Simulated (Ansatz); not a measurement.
The start is a generated cell, Bi2Se3 built in the Bi2Te3 structure type. The cell and all atomic positions are relaxed at zero pressure with PBEsol (plane waves to 420 eV, PAW, scalar-relativistic; Ansatz, a program for electronic structure). First-step values are on the input's coarse k-mesh.

Ansatz input (later rounds restart from its end on a renewed k-mesh):
Ansatz 0.2 input:
```yaml
crystal:
  lattice:
    - [2.0431391, 1.1796069, 9.484442]
    - [-2.0431391, 1.1796069, 9.484442]
    - [0, -2.3592138, 9.484442]
  atoms:
    - { symbol: Bi, position: [0.399, 0.399, 0.399] }
    - { symbol: Bi, position: [0.601, 0.601, 0.601] }
    - { symbol: Se, position: [0, 0, 0] }
    - { symbol: Se, position: [0.208, 0.208, 0.208] }
    - { symbol: Se, position: [0.792, 0.792, 0.792] }
basis: { ecutwfc: 420, ecutrho_ratio: 4, xc_grid: 2, fft_grid_basis: typed }
kpoints: { mp_grid: { grid: [7, 7, 7] } }
hamiltonian:
  xc: pbesol
  dispersion: none
  pseudopotentials: { azcp: { folder: ./paw }, kind: paw }
scf: { occupations: { method: fermi_dirac, width: 0.05 } }
relax: { f_tol: 0.01, max_steps: 100, cell: { stress_tol: 0.02 } }
output: { forces: true, stress: true }
```

Problem. Which atoms feel the largest initial force, and how large is it?

Solution. 0.90 eV/Å, on Bi1, Bi2 (atoms numbered as listed).

Problem. By how much does the energy per atom fall from start to end?

Solution. 0.02 eV/atom.

Problem. How does the volume per atom move from start to end?

Solution. +2.6 %, from 27.43 to 28.14 Å³/atom.

Problem. How do the shortest distances between atoms change?

Solution. The closest pairs of elements (up to four, under 3.6 Å), start → end: Bi–Se 2.91 → 2.85 Å; Se–Se 3.33 → 3.50 Å.

Problem. Write out the relaxed structure.

Solution. 
```cif
data_Bi6Se9
_chemical_formula_sum 'Bi6 Se9'
_space_group_name_H-M_alt 'R-3m :H'
_space_group_IT_number 166
_space_group_name_Hall '-R 3 2"'
_cell_length_a 4.13232
_cell_length_b 4.13232
_cell_length_c 28.54259
_cell_angle_alpha 90.000
_cell_angle_beta 90.000
_cell_angle_gamma 120.000
loop_
_atom_site_label
_atom_site_type_symbol
_atom_site_symmetry_multiplicity
_atom_site_Wyckoff_symbol
_atom_site_fract_x
_atom_site_fract_y
_atom_site_fract_z
_atom_site_occupancy
Bi1 Bi 6 c 0.00000 0.00000 0.40037 1
Se1 Se 3 a 0.00000 0.00000 0.00000 1
Se2 Se 6 c 0.00000 0.00000 0.21143 1
```
(The calculation used a cell of 5 atoms; values per cell refer to that cell.)

The space group stays R-3m (No. 166) (the run could not lower it); the end is AFLOW prototype A2B3_hR5_166_c_ac (C33, as in Bi2Te3), with 5 atoms in the primitive cell. Final values are on a 9×9×9 k-mesh of the relaxed cell. No spin polarisation in the result.

The run could not lose the symmetry of its start; a randomly shaken copy of 5 atoms returns to this structure.
